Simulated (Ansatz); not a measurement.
**Run record: elastic constants by finite strains of Ge (Fd-3m)**

Computed with r²SCAN, PAW on Ansatz 0.2.0's default frozen-core files (fitted under PBE), scalar-relativistic; not a measurement.

Cell and atoms were relaxed beforehand by PAW with this functional.

Command line:

```sh
ansatz run input.yaml --threads 1 --pin off --max-ram 2560MiB --backend cpu --events-out ev --progress --plain --runs-dir out
```

Input file:

```yaml
crystal:
  lattice:
    - [0.0, 2.8378310314, 2.8378310314]
    - [2.8378310314, 0.0, 2.8378310314]
    - [2.8378310314, 2.8378310314, 0.0]
  atoms:
    - { symbol: Ge, position: [0.5, 0.5, 0.5] }
    - { symbol: Ge, position: [0.75, 0.75, 0.75] }
kpoints:
  mp_grid: { grid: [14, 14, 14] }
scf:
  occupations: { method: fixed }
hamiltonian:
  xc: r2scan
  pseudopotentials: { kind: paw }
elastic:
  mode: relaxed_ion
  stencil: four_point
  amplitude: 0.005
```

Output (shortened where marked):

```
Warning: RAYON_NUM_THREADS=1 ignored (pool sized by the plan → 1); use --threads N
Engine: ansatz 0.2.0, x86_64-unknown-linux-gnu
Pseudopotentials: kind: paw
Pseudopotential: Ge, paw, valence charge 14, recommended cutoff 500 eV (meta_gga), Ge.paw.azcp
Functional definition: r2SCAN
  parameter k0 = 0.174
  parameter k1 = 0.065
  parameter a1 = 4.9479
  exchange = r2scan_x(k0 = k0, k1 = k1, a1 = a1)
  correlation = r2scan_c
Crystal: 2 atoms, lattice volume = 45.708 Å³
Basis set: ecut = 500 eV, 1211 PW (Γ), exchange–correlation on 120×120×120 points (64 copies of the dense FFT grid, shifted against one another)
Bands: 18, of which v1, the nominal top of the filled ones, is band 14 counted from 1 (13 counted from 0)
Symmetry: 48 space group operations
Space group: Fd-3m (ITA 227), of the structure as read, at distance tolerance 3.6e-5 Å
k-points: 104 of 2744
Non-local potential: Ge, projectors of the file, l = 0: 2, l = 1: 2, l = 2: 3, l = 3: 1
PAW form: soft (Blöchl's): semilocal exchange-correlation on the pseudo side does not see the compensation charge
[... 191 lines left out ...]
  moduli (Voigt/Reuss/Hill, GPa): K = 71.04/71.04/71.04   G = 56.78/53.62/55.20   E = 131.53   ν = 0.191
  mechanically stable: yes (min eigenvalue of sym C = 67.19 GPa)
  strain η (Voigt 11):  stress-route row diagonal C_11 = 125.92 GPa, energy-path curvature d²(F+E_count+ΔE)/dδ²/Ω₀ = 125.93 GPa
    cells at ±δ against ±2δ: C21 43.61 and 43.64 GPa, apart by 0.03 % of the column's largest entry
         δ    σ_11 (GPa)             F (eV)   n_scf  n_hpsi   n_pw
    -1.000e-2      -1.2651       -8605.8122810       9   89434   1170   relax 0 steps, max|allowed force component| 5.90e-17 eV/Å
    -5.000e-3      -0.6222       -8605.8136265       5   77110   1179   relax 0 steps, max|allowed force component| 5.90e-17 eV/Å
     5.000e-3       0.6369       -8605.8135993       5   75711   1219   relax 0 steps, max|allowed force component| 5.55e-17 eV/Å
     1.000e-2       1.2531       -8605.8122488       7   73738   1219   relax 0 steps, max|allowed force component| 5.55e-17 eV/Å
  strain η (Voigt 23):  stress-route row diagonal C_44 = 67.19 GPa, energy-path curvature d²(F+E_count+ΔE)/dδ²/Ω₀ = 67.19 GPa
    cells at ±δ against ±2δ: C44 67.19 and 67.20 GPa, apart by 0.01 % of the column's largest entry
         δ    σ_23 (GPa)             F (eV)   n_scf  n_hpsi   n_pw
    -1.000e-2      -0.6720       -8605.8131032       2   64100   1195   relax 3 steps, max|allowed force component| 2.29e-7 eV/Å
    -5.000e-3      -0.3360       -8605.8138229       2   64895   1193   relax 2 steps, max|allowed force component| 6.07e-7 eV/Å
     5.000e-3       0.3360       -8605.8138229       2   64933   1193   relax 2 steps, max|allowed force component| 2.96e-9 eV/Å
     1.000e-2       0.6720       -8605.8131032       2   64036   1195   relax 2 steps, max|allowed force component| 9.58e-6 eV/Å
```

The calculation finished and met its thresholds.

### Elastic constants

Elastic constants of a crystal by Kohn-Sham DFT: slopes of the stress over finite engineering strains of the given cell, Voigt indices, Cartesian axes as in the input.

* Pressure at rest: -0.012 GPa
* Least elastic eigenvalue: 67.19 GPa
* Elastically stable: yes

| index | elastic (GPa) |
| --- | --- |
| 11 | 125.9 |
| 12 | 43.6 |
| 44 | 67.19 |

**Strained cells**

Stress of each strained cell less that at rest, tension positive.

```tsv
strain component	strain	stress xx (GPa)	stress yy (GPa)	stress zz (GPa)	stress yz (GPa)	stress xz (GPa)	stress xy (GPa)	relaxation steps
xx	-0.01	-1.277	-0.4574	-0.4574	0	0	0	0
xx	-0.005	-0.634	-0.2233	-0.2233	0	0	0	0
xx	0.005	0.6251	0.2128	0.2128	0	0	0	0
xx	0.01	1.241	0.4154	0.4154	0	0	0	0
yz	-0.01	0.0008	-0.0069	-0.0069	-0.672	0	0	3
yz	-0.005	0.0002	-0.0017	-0.0017	-0.336	0	0	2
yz	0.005	0.0002	-0.0017	-0.0017	0.336	0	0	2
yz	0.01	0.0008	-0.0069	-0.0069	0.672	0	0	2
```

### Elastic moduli

Hill averages of a grain aggregate, Debye temperature from the mean sound speed over directions.

| Item | Value |
| --- | --- |
| Bulk modulus | 71.04 GPa |
| Shear modulus | 55.2 GPa |
| Young modulus | 131.5 GPa |
| Poisson ratio | 0.1914 |
| Bulk over shear modulus | 1.287 |
| Elastic anisotropy index | 0.294 |
| Least young modulus | 103.5 GPa |
| Largest young modulus | 153.3 GPa |
| Longitudinal sound speed | 5235 m/s |
| Transverse sound speed | 3234 m/s |
| Elastic debye temperature | 372.3 K |
| Linear compressibility (x, y, z) | 4.692, 4.692, 4.692 1/TPa |
| Zener ratio | 1.632 |
| Cauchy pressure | -23.59 GPa |

Keep in mind: frozen-core PAW files fitted under PBE, their cores solved anew for the functional of the run.

Cost: 2.3 min on 1 thread of AMD EPYC 9R45 96-Core Processor (Zen 5), on a shared host, peak memory 0.83 GiB.
